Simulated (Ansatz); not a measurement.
**Tetragonal deformation path in ZrH**

The calculation used Ansatz 0.2.0, DFT LDA, scalar-relativistic, plane waves, PAW. Cutoff 420 eV, Γ-centred 16×16×12 k-points, Gaussian smearing of 0.15 eV. No spin polarisation. Energies are free energies at this smearing, counted from the undisturbed cell; pressure is positive in compression.

Zero of the scan (as given, not relaxed at this level; it stands at -5.1 GPa, and it needn't be the usual structure):

```
CELL_PARAMETERS angstrom
3.24279 0.00000 0.00000
0.00000 3.24279 0.00000
0.00000 0.00000 4.94800
ATOMIC_POSITIONS crystal
Zr 0.00000 0.50000 0.00000
Zr 0.50000 0.00000 0.50000
H 0.00000 0.00000 0.75000
H 0.00000 0.00000 0.25000
```

At fixed volume and fractional coordinates, lengths along (0.000, 0.000, 1.000) are scaled against those across it; ρ is that ratio over its starting value. The cell is metallic on the mesh throughout.

```
    ρ  ΔE (meV/atom) pressure (GPa)
0.850           29.9            -5.0
0.920           16.0            -4.6
0.960            6.2            -4.8
1.000            0.0            -5.1
1.050            0.3            -5.5
1.100           10.4            -5.9
1.200           58.4            -6.6
```